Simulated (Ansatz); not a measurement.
Kick test of a cell of Mg2CdSe3

The cell was found from a structure generator's guess, not taken from experiment.

Computed with DFT PBE, scalar-relativistic, plane waves, PAW in Ansatz 0.2.0. Settings: cutoff 420 eV, Γ-centred mesh 12×12×4 on the computed 6-atom cell, Gaussian smearing of 0.02 eV; no spin polarisation.

The cell below (6 atoms, space group P-3m1 (No. 164)) is relaxed within its symmetry.

```xyz
6
Lattice="3.9535 0.0000 0.0000 -1.9768 3.4239 0.0000 0.0000 0.0000 9.6858" Properties=species:S:1:pos:R:3 pbc="T T T"
Mg    0.0000    2.2826    6.4198
Mg    1.9768    1.1413    3.2660
Cd    0.0000    0.0000    0.0000
Se    0.0000    0.0000    4.8429
Se    0.0000    2.2826    1.7029
Se    1.9768    1.1413    7.9829
```

For the test a repeat of it with 12 atoms (edges 3.95, 3.95, 19.37 Å) was strained at random (σ = 1.5 % a component), the atoms were moved at random (σ = 0.15 Å), and all was relaxed again on a coarse 6×6×1 mesh (in the run’s order of axes) with 0.10 eV smearing, with no symmetry imposed.

Q: Is the structure stable against such a distortion?

A: It returns, within 1 meV/atom of the unmoved cell on that mesh and with the same symmetry when read at 0.1 Å. So it is stable against the distortions that fit this cell and that this random move excites. Modes that don't fit the cell aren't tested.
